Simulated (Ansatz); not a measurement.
Relaxed candidate structures of TiAl:

A. P2₁3 (No. 198), cP8, AFLOW prototype AB_cP8_198_a_a (B20, as in FeSi); a = b = c = 5.096 Å, α = β = γ = 90.00°; Ti 4a (0.844, 0.844, 0.844); Al 4a (0.156, 0.156, 0.156)

B. Pnma (No. 62), oP8; a = 6.6403 Å, b = 3.8374 Å, c = 5.2641 Å, α = 90.00°, β = 90.00°, γ = 90.00°; Ti 4c (0.174, 0.250, 0.129); Al 4c (0.044, 0.250, 0.648)

C. P6mm (No. 183), hP6; a = b = 4.5031 Å, c = 5.5091 Å, α = β = 90.00°, γ = 120.00°; Ti 1a (0.000, 0.000, 0.308); Ti 2b (0.333, 0.667, 0.536); Al 1a (0.000, 0.000, 0.790); Al 2b (0.333, 0.667, 0.039)

### Question
Put the candidates in order of energy per atom, lowest first, for PBEsol (plane waves to 420 eV, PAW, scalar-relativistic; Ansatz, a first-principles code).

### Answer
B (reference), A (+0.07 eV/atom), C (+0.14 eV/atom)

The lowest structure calculated, P4/mmm, tP2, AFLOW prototype AB_tP2_123_a_d (L1_0, as in CuAu), is not among these; it lies 0.22 eV/atom below the lowest of them. Each run could gain symmetry but not lose that of its start, so entries can be saddle points. All of these are generated cells (placed on structure types, drawn at random, substituted or restacked) that were not matched to a known phase here. Energies are at zero temperature and pressure, without zero-point motion. The runs use different k-meshes, so differences are rounded accordingly. No spin polarisation in the result.
